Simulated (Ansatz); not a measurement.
Map of one atom of the cell for CsSnI3 (cubic perovskite)

CsSnI$_{3}$ (cubic perovskite)

```xyz
5
Lattice="6.2244 0.0000 0.0000 0.0000 6.2244 0.0000 0.0000 0.0000 6.2244" Properties=species:S:1:pos:R:3 pbc="T T T"
Cs     0.0000     0.0000     0.0000
Sn     3.1122     3.1122     3.1122
I      0.0000     3.1122     3.1122
I      3.1122     3.1122     0.0000
I      3.1122     0.0000     3.1122
```

Two-dimensional scan of atom 1 (Cs, nearest neighbour I at 4.401 Å; its periodic images, 6.2 Å or more away, move with it): u runs along (1.000, 0.000, 0.000), v along (0.000, 1.000, 0.000) (Cartesian). Cell and other atoms are fixed.

Computed with r2SCAN (plane waves to 500 eV, PAW, scalar-relativistic; Ansatz, a program for electronic structure). k mesh 5×5×5 (Γ-centred), Fermi-Dirac smearing 0.05 eV. Energies are smeared free energies. Stress and pressure are positive under compression. On this mesh the relaxed cell isn't quite at rest: it carries a pressure of -0.1 GPa (compression positive) at the zero of the scan. CsSnI3 was relaxed with its symmetry unable to fall. Spin-orbit coupling is left out, though I is heavy. This is a high-temperature form of CsSnI3. The zero of ΔE is the undisplaced structure. Axes are in Å.

ΔE (eV/cell), with u across and v down:

```csv
v \ u,-0.660,-0.440,-0.220,0.000,0.220,0.440,0.660
-0.660,0.1794,0.0967,0.0562,0.0443,0.0562,0.0967,0.1794
-0.440,0.0967,0.0459,0.0221,0.0154,0.0221,0.0459,0.0967
-0.220,0.0562,0.0221,0.0072,0.0032,0.0072,0.0221,0.0562
0.000,0.0443,0.0154,0.0032,0.0000,0.0032,0.0154,0.0443
0.220,0.0562,0.0221,0.0072,0.0032,0.0072,0.0221,0.0562
0.440,0.0967,0.0459,0.0221,0.0154,0.0221,0.0459,0.0967
0.660,0.1794,0.0967,0.0562,0.0443,0.0562,0.0967,0.1794
```

P (GPa), with u across and v down:

```
v \ u   -0.660  -0.440  -0.220  0.000  0.220  0.440  0.660
------  ------  ------  ------  -----  -----  -----  -----
-0.660    0.66    0.40    0.25   0.20   0.25   0.40   0.66
-0.440    0.40    0.18    0.06   0.02   0.06   0.18   0.40
-0.220    0.25    0.06   -0.05  -0.08  -0.05   0.06   0.25
0.000     0.20    0.02   -0.08  -0.12  -0.08   0.02   0.20
0.220     0.25    0.06   -0.05  -0.08  -0.05   0.06   0.25
0.440     0.40    0.18    0.06   0.02   0.06   0.18   0.40
0.660     0.66    0.40    0.25   0.20   0.25   0.40   0.66
```

Derived quantities:

| Quantity | Value |
|---|---|
| Lowest place on the grid | u = 0.000 Å, v = 0.000 Å (0.0 meV/cell) |
| Highest place on the grid, met at several equal points | u = -0.660 Å, v = -0.660 Å; u = 0.660 Å, v = -0.660 Å; u = -0.660 Å, v = 0.660 Å; u = 0.660 Å, v = 0.660 Å (179.4 meV/cell) |

(For displaced atoms, the force is minus the slope of the energy, and its curvature is a force constant, which sets phonon frequencies.)
